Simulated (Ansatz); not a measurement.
An Ansatz (a quantum-chemistry and plane-wave program) run. Input:

Ansatz 0.2 input:
```yaml
crystal:
  lattice:
    - [0.0, 4.4122109847, 4.4122109847]
    - [4.4122109847, 0.0, 4.4122109847]
    - [4.4122109847, 4.4122109847, 0.0]
  atoms:
    - { symbol: Li, position: [0.2759107032, 0.7240892968, 0.7240892968] }
    - { symbol: Li, position: [0.7240892968, 0.2759107032, 0.2759107032] }
    - { symbol: Li, position: [0.7240892968, 0.2759107032, 0.7240892968] }
    - { symbol: Li, position: [0.2759107032, 0.7240892968, 0.2759107032] }
    - { symbol: Li, position: [0.7240892968, 0.7240892968, 0.2759107032] }
    - { symbol: Li, position: [0.2759107032, 0.2759107032, 0.7240892968] }
    - { symbol: I, position: [0.25, 0.25, 0.25] }
    - { symbol: I, position: [0.75, 0.75, 0.75] }
    - { symbol: S, position: [0.0, 0.0, 0.0] }
    - { symbol: O, position: [0.5, 0.5, 0.5] }
kpoints:
  mp_grid: { grid: [5, 5, 5] }
hamiltonian:
  xc: r2scan
  pseudopotentials: { kind: paw }
scf:
  occupations: { method: fixed }
output:
  optics: { e_range: [0.0, 15.0], de: 0.05, sigma: 0.1, bands: { spectra_wanted_up_to: 12 eV } }
```

Output (shortened):

```
output.optics: the spectra are integrated over the Brillouin zone by k·p interpolation around the k-points, where levels, occupations, output.optics.sigma and …
Pseudopotential: Li, paw, valence charge 3
Pseudopotential: I, paw, valence charge 17
Pseudopotential: S, paw, valence charge 6
Pseudopotential: O, paw, valence charge 6
Functional definition: r2SCAN
Crystal: 10 atoms, lattice volume = 171.790 Å³
Basis set: ecut = 500 eV, 4285 PW (Γ), exchange–correlation on 192×192×192 points (64 copies of the dense FFT grid, shifted against one another)
Bands: 42, of which v1, the nominal top of the filled ones, is band 32 counted from 1 (31 counted from 0)
Symmetry: 48 space group operations
Space group: Fm-3m (ITA 225), of the structure as read, at distance tolerance 5.6e-5 Å
k-points: 10 of 125
SCF iter   1: F=—  HF=-17773.763602 eV  |F-HF|=—  |Δ(HF+E_count)|=         —  Δρ=4.41e-3  dr2=3.76e-2  dr2_τ=6.43e-2  ethr=1.77e-3  ⟨swp⟩=5.3  Hψ=1552  notcnv=0  defer=67
preconditioner: auto → Resta (q_TF=auto, 2.314 Å⁻¹)
SCF iter   2: F=—  HF=-17773.952535 eV  |F-HF|=—  |Δ(HF+E_count)|=   1.89e-1  Δρ=2.58e-3  dr2=1.07e-2  dr2_τ=6.57e-4  ethr=5.88e-5  ⟨swp⟩=3.1  Hψ=874  notcnv=0  defer=77
SCF iter   3: F=—  HF=-17773.952596 eV  |F-HF|=—  |Δ(HF+E_count)|=   6.12e-5  Δρ=8.50e-4  dr2=1.53e-3  dr2_τ=1.63e-4  ethr=1.67e-5  ⟨swp⟩=3.1  Hψ=641  notcnv=0  defer=79
SCF iter   4: F=—  HF=-17773.952650 eV  |F-HF|=—  |Δ(HF+E_count)|=   5.40e-5  Δρ=3.29e-4  dr2=1.80e-4  dr2_τ=1.49e-5  ethr=2.40e-6  ⟨swp⟩=2.0  Hψ=575  notcnv=0  defer=78
SCF iter   5: F=—  HF=-17773.952659 eV  |F-HF|=—  |Δ(HF+E_count)|=   8.85e-6  Δρ=1.07e-4  dr2=2.27e-5  dr2_τ=2.10e-6  ethr=2.81e-7  ⟨swp⟩=2.0  Hψ=555  notcnv=0  defer=78
SCF iter   6: F=—  HF=-17773.952658 eV  |F-HF|=—  |Δ(HF+E_count)|=   8.37e-7  Δρ=2.52e-5  dr2=1.42e-6  dr2_τ=5.56e-8  ethr=3.55e-8  ⟨swp⟩=2.0  Hψ=553  notcnv=0  defer=78
SCF iter   7: F=—  HF=-17773.952613 eV  |F-HF|=—  |Δ(HF+E_count)|=   4.49e-5  Δρ=5.31e-6  dr2=6.83e-8  dr2_τ=1.04e-9  ethr=2.22e-9  ⟨swp⟩=2.0  Hψ=534  notcnv=0  defer=76
SCF iter   8: F=—  HF=-17773.952613 eV  |F-HF|=—  |Δ(HF+E_count)|=   2.98e-8  Δρ=1.18e-6  dr2=2.81e-9  dr2_τ=1.38e-10  ethr=1.07e-10  ⟨swp⟩=2.0  Hψ=553  notcnv=0  defer=76
SCF iter  10: F=-17773.952613 eV  HF=-17773.952613 eV  |F-HF|=0.00e0  |Δ(HF+E_count)|=  4.37e-11  Δρ=2.40e-8  dr2=1.27e-12  dr2_τ=1.49e-13  ethr=1.00e-12  ⟨swp⟩=16.2  Hψ=2528  notcnv=0
SCF 1 converged in 10 iterations: F = -17773.952613 eV  dr2 = 1.27e-12
NSCF: frozen V_eff on 10 k-points
Optics k sum: 0 of 10 k-points
Optics k sum: 1 of 10 k-points
Optics k sum: 2 of 10 k-points
Optics k sum: 3 of 10 k-points
Optics k sum: 4 of 10 k-points
Optics k sum: 5 of 10 k-points
Optics k sum: 6 of 10 k-points
Optics k sum: 7 of 10 k-points
Optics k sum: 8 of 10 k-points
Optics k sum: 9 of 10 k-points
Optics k sum: 10 of 10 k-points
Optics k sum: 0 of 10 k-points
Optics k sum: 1 of 10 k-points
Optics k sum: 2 of 10 k-points
Optics k sum: 3 of 10 k-points
Optics k sum: 4 of 10 k-points
Optics k sum: 5 of 10 k-points
Optics k sum: 6 of 10 k-points
Optics k sum: 7 of 10 k-points
Optics k sum: 8 of 10 k-points
Optics k sum: 9 of 10 k-points
Optics k sum: 10 of 10 k-points
NSCF: frozen V_eff on 1 k-points
NSCF: frozen V_eff on 1 k-points
NSCF: frozen V_eff on 1 k-points
NSCF: frozen V_eff on 1 k-points
output.optics: what the bands over the 74 summed would add to eps1, eps2 and the energy-loss function is held between a lower and an upper bound (8 Lanczos …
SCF converged after 10 iterations
Free energy (F): -17773.952613 eV
Harris-Foulkes:  -17773.952613 eV  (|F-HF|=0.00e0)
Internal energy: -17773.952613 eV  (E = F + TS)
E sigma→0 (E₀):  -17773.952613 eV
Fermi energy:    4.216105 eV
--- Per-component energies (eV) ---
  E_band       = -1332.668655
  E_kinetic    = 796.616062
  E_local      = -5159.855900  (includes V_loc(G=0)·N_el)
  E_nonlocal   = -304.170616
  E_hartree    = 2436.069843
  E_xc         = -474.334049
  E_vxc        = -575.964288  (∫ρ·V_xc dr)
  E_paw        = -10579.179650  (= ΣΔE_a)
  E_vpaw       = -995.093181  (= ΣTr[D̂ρ^β])
  E_aug_tail   = 0.000432  (compensation charges beyond the density's cutoff)
  E_vtau       = 33.659154  (kinetic-family band-sum trace: ∫τ·v_τ [+ j·A + Jᵃ·Aᵃ] dr)
  E_ewald      = -4489.103132
  E_core_change = 0.004398  (= ΣΔE_core)
  E_smearing   =  0.000000  (= −TS)
  E_closure    =  0.000000  (closes the sum)
  Σ components = -17773.952613   (vs F -17773.952613, Δ=0.00e0)
  [band-id]    e_kinetic+e_local+e_nonlocal+2·e_hartree+e_vxc+e_vpaw+e_augmentation_tail+e_vtau = -1332.668651   (vs E_band -1332.668655, Δ=3.03e-6)
--- Band table (eV; the first three rows and the last of 10) ---
  k-point 0: bands = ["-41.7531", "-41.7332", "-41.7332", "-41.7332", "-41.7238", "-41.7238", "-40.9372", "-40.9372", "-40.9372", "-40.9372", "-40.9372", "-40.9372", "-40.9369", "-40.9369", "-40.9364", "-40.9364", "-12.5856", "-8.4448", "-7.9066", "-6.1715", …
  k-point 1: bands = ["-41.7526", "-41.7337", "-41.7329", "-41.7329", "-41.7240", "-41.7240", "-40.9372", "-40.9372", "-40.9372", "-40.9372", "-40.9372", "-40.9372", "-40.9369", "-40.9369", "-40.9365", "-40.9365", "-12.5842", "-8.3911", "-7.9565", "-6.2186", …
  k-point 2: bands = ["-41.7516", "-41.7346", "-41.7324", "-41.7324", "-41.7245", "-41.7245", "-40.9372", "-40.9372", "-40.9372", "-40.9372", "-40.9372", "-40.9372", "-40.9368", "-40.9368", "-40.9366", "-40.9366", "-12.5821", "-8.2537", "-8.0855", "-6.2974", …
  k-point 9: bands = ["-41.7510", "-41.7337", "-41.7331", "-41.7327", "-41.7252", "-41.7242", "-40.9373", "-40.9373", "-40.9372", "-40.9372", "-40.9372", "-40.9372", "-40.9369", "-40.9368", "-40.9366", "-40.9365", "-12.5807", "-8.2018", "-8.1160", "-6.3570", …
```

Cost: about 70 core-seconds (a rough figure) on shared cores.

The start of the workflow was typed in or built on a structure type; neither database checked (COD, Materials Project) lists it. Its standing as an ambient phase is unchecked. Symmetry was held in the r²SCAN relaxation; whether a distortion lowers the energy is not shown. The volume moved by 21 % from the start of the relaxation. Spin–orbit coupling is left out wherever it is not named.

Potentials: the later of the program's two PAW sets.

Ansatz is a plane-wave DFT program.
